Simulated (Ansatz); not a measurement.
An Ansatz (a program for electronic structure) run. Input:

Ansatz 0.2 input:
```yaml
crystal:
  lattice:
    - [0.0, 1.8025527557, 1.8025527557]
    - [1.8025527557, 0.0, 1.8025527557]
    - [1.8025527557, 1.8025527557, 0.0]
  atoms:
    - { symbol: B, position: [0.0, 0.0, 0.0] }
    - { symbol: N, position: [0.25, 0.25, 0.25] }
kpoints:
  mp_grid: { grid: [11, 11, 11] }
basis: { xc_grid: 2 }
hamiltonian:
  xc: pbesol
  pseudopotentials: { azcp: { folder: ./paw }, kind: paw }
scf:
  occupations: { method: fixed }
output:
  optics: { e_range: [0.0, 15.0], de: 0.05, sigma: 0.1, bands: { spectra_wanted_up_to: 12 eV } }
```

Output (shortened):

```
output.optics: the spectra are integrated over the Brillouin zone by k·p interpolation around the k-points, where levels, occupations, output.optics.sigma and …
Pseudopotential: B, paw, valence charge 3
Pseudopotential: N, paw, valence charge 5
Functional definition: PBEsol
Crystal: 2 atoms, lattice volume = 11.714 Å³
Basis set: ecut = 420 eV, 259 PW (Γ), exchange–correlation on 36×36×36 points (8 copies of the dense FFT grid, shifted against one another)
Bands: 8, of which v1, the nominal top of the filled ones, is band 4 counted from 1 (3 counted from 0)
Symmetry: 24 space group operations
Space group: F-43m (ITA 216), of the structure as read, at distance tolerance 2.3e-5 Å
k-points: 56 of 1331 (time reversal used)
SCF iter   1: F=—  HF=-534.480300 eV  |F-HF|=—  |Δ(HF+E_count)|=         —  Δρ=1.41e-1  dr2=1.86e0  ethr=3.10e-3  ⟨swp⟩=3.8  Hψ=2541  notcnv=0  defer=91
preconditioner: auto → none
SCF iter   2: F=—  HF=-533.900459 eV  |F-HF|=—  |Δ(HF+E_count)|=   5.80e-1  Δρ=6.22e-2  dr2=2.43e-1  ethr=3.10e-3  ⟨swp⟩=2.1  Hψ=1303  notcnv=0  defer=21
SCF iter   3: F=—  HF=-533.845824 eV  |F-HF|=—  |Δ(HF+E_count)|=   5.46e-2  Δρ=2.17e-2  dr2=3.25e-2  ethr=3.04e-3  ⟨swp⟩=3.0  Hψ=743  notcnv=0  defer=92
SCF iter   4: F=—  HF=-533.840097 eV  |F-HF|=—  |Δ(HF+E_count)|=   5.73e-3  Δρ=2.67e-3  dr2=2.87e-4  ethr=4.07e-4  ⟨swp⟩=3.0  Hψ=790  notcnv=0  defer=104
SCF iter   5: F=—  HF=-533.840142 eV  |F-HF|=—  |Δ(HF+E_count)|=   4.53e-5  Δρ=2.23e-4  dr2=2.93e-6  ethr=3.59e-6  ⟨swp⟩=2.7  Hψ=667  notcnv=0  defer=104
SCF iter   6: F=—  HF=-533.840141 eV  |F-HF|=—  |Δ(HF+E_count)|=   9.33e-7  Δρ=1.82e-5  dr2=8.70e-9  ethr=3.66e-8  ⟨swp⟩=2.5  Hψ=675  notcnv=0  defer=4
SCF iter   7: F=—  HF=-533.840142 eV  |F-HF|=—  |Δ(HF+E_count)|=   4.78e-7  Δρ=1.91e-6  dr2=2.35e-10  ethr=1.09e-10  ⟨swp⟩=2.3  Hψ=672  notcnv=0
SCF iter   8: F=-533.840142 eV  HF=-533.840142 eV  |F-HF|=0.00e0  |Δ(HF+E_count)|=  4.91e-11  Δρ=1.99e-7  dr2=2.82e-12  ethr=1.00e-12  ⟨swp⟩=2.5  Hψ=1205  notcnv=0
SCF 1 converged in 8 iterations: F = -533.840142 eV  dr2 = 2.82e-12
NSCF: frozen V_eff on 56 k-points
Optics k sum: 0 of 56 k-points
Optics k sum: 3 of 56 k-points
Optics k sum: 6 of 56 k-points
Optics k sum: 9 of 56 k-points
Optics k sum: 12 of 56 k-points
Optics k sum: 14 of 56 k-points
Optics k sum: 17 of 56 k-points
Optics k sum: 20 of 56 k-points
Optics k sum: 23 of 56 k-points
Optics k sum: 26 of 56 k-points
Optics k sum: 28 of 56 k-points
Optics k sum: 31 of 56 k-points
Optics k sum: 34 of 56 k-points
Optics k sum: 37 of 56 k-points
Optics k sum: 40 of 56 k-points
Optics k sum: 42 of 56 k-points
Optics k sum: 45 of 56 k-points
Optics k sum: 48 of 56 k-points
Optics k sum: 51 of 56 k-points
Optics k sum: 54 of 56 k-points
Optics k sum: 56 of 56 k-points
Optics k sum: 0 of 56 k-points
Optics k sum: 3 of 56 k-points
Optics k sum: 6 of 56 k-points
Optics k sum: 9 of 56 k-points
Optics k sum: 12 of 56 k-points
Optics k sum: 14 of 56 k-points
Optics k sum: 17 of 56 k-points
Optics k sum: 20 of 56 k-points
Optics k sum: 23 of 56 k-points
Optics k sum: 26 of 56 k-points
Optics k sum: 28 of 56 k-points
Optics k sum: 31 of 56 k-points
Optics k sum: 34 of 56 k-points
Optics k sum: 37 of 56 k-points
Optics k sum: 40 of 56 k-points
Optics k sum: 42 of 56 k-points
Optics k sum: 45 of 56 k-points
Optics k sum: 48 of 56 k-points
Optics k sum: 51 of 56 k-points
Optics k sum: 54 of 56 k-points
Optics k sum: 56 of 56 k-points
NSCF: frozen V_eff on 1 k-points
NSCF: frozen V_eff on 1 k-points
NSCF: frozen V_eff on 1 k-points
NSCF: frozen V_eff on 1 k-points
output.optics: what the bands over the 9 summed would add to eps1, eps2 and the energy-loss function is held between a lower and an upper bound (6 Lanczos …
SCF converged after 8 iterations
Free energy (F): -533.840142 eV
Harris-Foulkes:  -533.840142 eV  (|F-HF|=0.00e0)
Internal energy: -533.840142 eV  (E = F + TS)
E sigma→0 (E₀):  -533.840142 eV
Fermi energy:    11.256515 eV
--- Per-component energies (eV) ---
  E_band       = 26.556313
  E_kinetic    = 183.488459
  E_local      = -157.151323  (includes V_loc(G=0)·N_el)
  E_nonlocal   = 42.383069
  E_hartree    = 48.139149
  E_xc         = -92.576646
  E_vxc        = -114.926268  (∫ρ·V_xc dr)
  E_paw        = -198.798321  (= ΣΔE_a)
  E_vpaw       = -23.516834  (= ΣTr[D̂ρ^β])
  E_aug_tail   = 0.000926  (compensation charges beyond the density's cutoff)
  E_ewald      = -359.368264
  E_core_change = 0.042810  (= ΣΔE_core)
  E_smearing   =  0.000000  (= −TS)
  E_closure    = 0.000000  (closes the sum)
  Σ components = -533.840142   (vs F -533.840142, Δ=0.00e0)
  [band-id]    e_kinetic+e_local+e_nonlocal+2·e_hartree+e_vxc+e_vpaw+e_augmentation_tail = 26.556327   (vs E_band 26.556313, Δ=1.39e-5)
--- Band table (eV; the first three rows and the last of 56) ---
  k-point 0: bands = ["-9.0902", "11.2565", "11.2565", "11.2565", "20.0603", "20.0603", "20.0603", "21.6305"]
  k-point 1: bands = ["-8.8866", "10.1743", "11.0409", "11.0409", "20.2989", "20.3869", "20.3869", "22.3045"]
  k-point 2: bands = ["-8.2844", "7.7655", "10.5330", "10.5330", "20.6514", "21.1056", "21.1056", "23.7874"]
  k-point 55: bands = ["-3.1480", "3.4278", "3.8065", "5.4217", "20.4250", "24.3334", "25.7752", "26.6494"]
```

Cost: about 5 core-seconds (a rough figure) on shared cores.

The PBEsol relaxation kept the symmetry of its start.

Potentials: the earlier of the program's two PAW sets. The files were generated under PBE; for other functionals the program regenerates the frozen cores, and for LDA and PBEsol the local potential too.

Ansatz is a plane-wave DFT program.
